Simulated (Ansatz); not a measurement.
Hf2GeB2:
```
Hf2GeB2
1.0
    3.17577     0.00000     0.00000
   -1.58788     2.75030     0.00000
    0.00000     0.00000     7.78927
Hf Ge B
2 1 2
Cartesian
  0.00000   1.83353   5.57958
  0.00000   1.83353   2.20969
  0.00000   0.00000   0.00000
  0.00000   0.00000   3.89464
  1.58788   0.91677   3.89464
```

Relaxed with PBE. Special points in fractions of this cell's reciprocal vectors: Γ (0.000, 0.000, 0.000); M (0.500, 0.000, 0.000); K (0.333, 0.333, 0.000); A (0.000, 0.000, 0.500); L (0.500, 0.000, 0.500); H (0.333, 0.333, 0.500).

List the band energies nearest the Fermi level at these points for DFT-PBE in the program Ansatz with PAW potentials.

In eV from the Fermi level; about four levels below and three above (degenerate sets whole), none deeper than 8.9 eV; points with the same levels are listed once.

```tsv
k	below	above
Γ	-2.80 -2.35 -2.33 -2.33	1.04 1.04 1.29 1.29
M	-4.09 -3.35 -2.13 -1.52	1.73 2.47 2.82
K	-2.76 -2.65 -2.20 -0.01	1.58 1.90 2.89
A	-4.70 -2.31 -2.31 -1.06	1.07 1.07 1.18 1.18
L	-3.02 -2.96 -2.66 -1.53	1.03 1.53 3.40
H	-2.68 -2.64 -2.43 -0.36	2.92 3.05 3.46
```

Space group P-6m2. The start of the workflow was typed in or built on a structure type; neither database checked (COD, Materials Project) lists it. Whether it is the stable phase at ambient conditions was not checked. The PBE relaxation kept the symmetry of its start; its stability against distortions is not shown here. No spin polarisation was allowed. Scalar-relativistic: spin–orbit coupling is off unless named, which matters more the heavier the elements.

Potentials: the earlier of the program's two PAW sets.
